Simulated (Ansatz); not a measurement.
Consider the following.

MgTe:
```cif
data_Mg4Te4
_chemical_formula_sum 'Mg4 Te4'
_space_group_name_H-M_alt 'F-43m'
_space_group_IT_number 216
_space_group_name_Hall 'F -4 2 3'
_cell_length_a 6.36854
_cell_length_b 6.36854
_cell_length_c 6.36854
_cell_angle_alpha 90.000
_cell_angle_beta 90.000
_cell_angle_gamma 90.000
loop_
_atom_site_label
_atom_site_type_symbol
_atom_site_symmetry_multiplicity
_atom_site_Wyckoff_symbol
_atom_site_fract_x
_atom_site_fract_y
_atom_site_fract_z
_atom_site_occupancy
Mg1 Mg 4 a 0.00000 0.00000 0.00000 1
Te1 Te 4 d 0.75000 0.75000 0.75000 1
```
(The calculation used a cell of 2 atoms; values per cell refer to that cell.)

This is the LDA-relaxed structure.

### Question
All from LDA in the plane-wave PAW code Ansatz, unless another level is named. Estimate the band gap.

### Answer
2.38 eV (direct).

### Question
What about the formation energy from the elements (no fitted shifts)?

### Answer
-81 kJ/mol of atoms.

### Question
Predict the weight of the conduction-edge state by species (Voronoi cells).

### Answer
Mg 63 %, Te 37 %.

### Question
Give the valence-band maximum.

### Answer
at Γ.

Symmetry was held in the LDA relaxation; of distortions, only those at the zone centre were tested. The references are the lowest solids computed at this level, not always the standard phases. Spin–orbit coupling is left out wherever it is not named.

Potentials: the later of the program's two PAW sets.
